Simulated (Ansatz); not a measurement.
# Two-dimensional strain map in Ta2N

Theory: DFT PBEsol, scalar-relativistic, plane waves, PAW (Ansatz 0.2.0). Cutoff 420 eV, Γ-centred 18×18×10 k-points, Gaussian smearing of 0.15 eV. Spin–orbit coupling is left out, which can shift energies with elements as heavy as these. No spin polarisation. Energies are free energies at this smearing, counted from the undisturbed cell; pressure is positive in compression.

Reference structure (relaxed at this level; it needn't be the usual structure):

```
CELL_PARAMETERS angstrom
3.07862 0.00000 0.00000
-1.53931 2.66616 0.00000
0.00000 0.00000 4.82326
ATOMIC_POSITIONS crystal
Ta 0.66667 0.33333 0.74626
Ta 0.33333 0.66667 0.25374
N 0.00000 0.00000 0.00000
```

The cell is strained by p along both x and y and by q along z, fractional coordinates fixed. Points are written (p, q).

Energy above the undisturbed cell in meV/atom (a dash: not computed):

```
 p \ q  -0.050  -0.025  0.000  0.025  0.050
-0.050   331.8   229.1      ?  116.3   98.1
-0.025   145.1    76.2   37.0   23.1   30.9
 0.000    52.7    12.5    0.0   10.8   41.3
 0.025       ?       ?   32.6   64.5  114.4
 0.050       ?    93.3  122.2  171.6  238.0
```

**Question.** Fill in the withheld energies.

**Answer.** (-0.050, 0.000): 158.7; (0.025, -0.050): 38.4; (0.025, -0.025): 22.5; (0.050, -0.050): 88.9.

Cost: 25 runs of about 2.6 core-minutes in all, on Intel Xeon 6975P-C (Granite Rapids) (shared hosts).